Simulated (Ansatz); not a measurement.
Al in space group P6/mmm (No. 191; Al on 2e, Al on 2d, Al on 3f) under volume change, PBE in the plane-wave PAW code Ansatz, shape and atoms relaxed at each volume.

```csv
V (Å³/atom),E − E(relaxed) (meV/atom),P (GPa)
15.717,?,?
16.236,15.2,4.99
16.754,3.6,2.29
17.272,0.0,0.01
17.790,3.2,-1.91
18.308,12.0,-3.53
18.826,?,?
```

### Question
Some entries are withheld; supply them.

### Answer

- 18.826, E − E(relaxed) (meV/atom): 25.7
- 18.826, P (GPa): -4.87
- 15.717, E − E(relaxed) (meV/atom): 36.4
- 15.717, P (GPa): 8.16

### Question
What does a third-order Birch–Murnaghan fit give for V₀, B₀ and B′?

### Answer
V₀ = 17.28 Å³/atom, B₀ = 69.3 GPa, B′ = 4.6.

The start of the workflow was typed in or built on a structure type; neither database checked (COD, Materials Project) lists it. It is not the phase usual at ambient conditions (space group No. 225). Symmetry was held in the PBE relaxation; whether a distortion lowers the energy is not shown.

Potentials: the later of the program's two PAW sets.
